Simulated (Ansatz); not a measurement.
ZrO2:
```cif
data_O16Zr8
_chemical_formula_sum 'Zr8 O16'
_space_group_name_H-M_alt 'Pbca'
_space_group_IT_number 61
_space_group_name_Hall '-P 2ac 2ab'
_cell_length_a 5.09862
_cell_length_b 10.09025
_cell_length_c 5.26996
_cell_angle_alpha 90.000
_cell_angle_beta 90.000
_cell_angle_gamma 90.000
loop_
_atom_site_label
_atom_site_type_symbol
_atom_site_symmetry_multiplicity
_atom_site_Wyckoff_symbol
_atom_site_fract_x
_atom_site_fract_y
_atom_site_fract_z
_atom_site_occupancy
Zr1 Zr 8 c 0.25293 0.11555 0.03416 1
O1 O 8 c 0.12801 0.21033 0.37436 1
O2 O 8 c 0.49790 0.47780 0.23878 1
```

Relaxed with r²SCAN.

Which orbitals make up the states near the band edges in r²SCAN in the plane-wave PAW code Ansatz?

Top 1 eV of the valence band: O 2p 93 %. Bottom 1 eV of the conduction band: Zr 4d 88 %, O 2p 9 %. Projections are on Löwdin-orthogonalised atomic valence shells; empty p or d shells of many metals are not among them.

Tabulate the density of states.

States/eV per cell of 24 atoms, in 0.25 eV bins, energy from the valence-band maximum.

```csv
E (eV),total,O 2p,Zr 4d,O 2s
-5.21,0.00,0.00,0.00,0.00
-4.96,3.12,2.13,0.80,0.01
-4.71,13.65,9.50,3.44,0.05
-4.46,18.37,12.85,4.77,0.08
-4.21,24.07,16.97,6.22,0.11
-3.96,23.42,16.56,6.05,0.11
-3.71,14.40,10.57,3.17,0.12
-3.46,16.28,12.37,3.06,0.14
-3.21,19.09,14.78,3.35,0.18
-2.96,20.08,15.75,3.25,0.23
-2.71,16.68,13.37,2.47,0.17
-2.46,15.37,12.54,2.03,0.18
-2.21,18.89,15.62,2.44,0.17
-1.96,23.47,19.56,3.00,0.18
-1.71,23.58,20.13,2.57,0.17
-1.46,21.90,19.12,2.01,0.13
-1.21,21.84,19.47,1.58,0.13
-0.96,22.34,20.25,1.41,0.10
-0.71,23.09,21.28,1.19,0.08
-0.46,25.34,23.68,1.06,0.09
-0.21,17.84,16.97,0.51,0.05
0.04,1.17,1.14,0.02,0.00
0.29,0.00,0.00,0.00,0.00
0.54,0.00,0.00,0.00,0.00
0.79,0.00,0.00,0.00,0.00
1.04,0.00,0.00,0.00,0.00
1.29,0.00,0.00,0.00,0.00
1.54,0.00,0.00,0.00,0.00
1.79,0.00,0.00,0.00,0.00
2.04,0.00,0.00,0.00,0.00
2.29,0.00,0.00,0.00,0.00
2.54,0.00,0.00,0.00,0.00
2.79,0.00,0.00,0.00,0.00
3.04,0.00,0.00,0.00,0.00
3.29,0.00,0.00,0.00,0.00
3.54,0.00,0.00,0.00,0.00
3.79,0.00,0.00,0.00,0.00
4.04,0.00,0.00,0.00,0.00
4.29,1.33,0.09,1.20,0.01
4.54,7.24,0.55,6.48,0.06
4.79,13.86,1.28,12.14,0.14
5.04,18.34,1.59,16.09,0.25
5.29,21.86,1.93,19.11,0.32
5.54,10.46,1.24,8.71,0.19
5.79,20.78,2.49,17.07,0.48
6.04,22.45,3.08,17.88,0.66
6.29,15.52,2.04,12.43,0.50
6.54,13.62,1.49,10.89,0.74
6.79,12.19,1.39,9.51,0.76
7.04,5.53,0.82,4.11,0.29
7.29,13.78,2.30,10.11,0.61
7.54,11.31,2.02,8.18,0.49
7.79,11.07,1.85,8.00,0.66
8.04,24.80,4.01,17.57,1.84
8.29,13.24,2.36,8.91,0.98
8.54,17.46,3.42,11.75,1.18
8.79,7.70,1.56,4.61,0.57
9.04,9.20,2.05,5.75,0.52
```

The workflow started from a Materials Project entry (that database holds measured and hypothetical structures alike); the Crystallography Open Database copy checked does not list it. It is not the phase usual at ambient conditions (space group No. 14). The cell was relaxed with r²SCAN under the symmetry of its start; its stability against distortions is not shown here. No spin polarisation was allowed. Spin–orbit coupling is left out wherever it is not named.

Potentials: the earlier of the program's two PAW sets. The files were generated under PBE; for other functionals the program regenerates the frozen cores, and for LDA and PBEsol the local potential too.
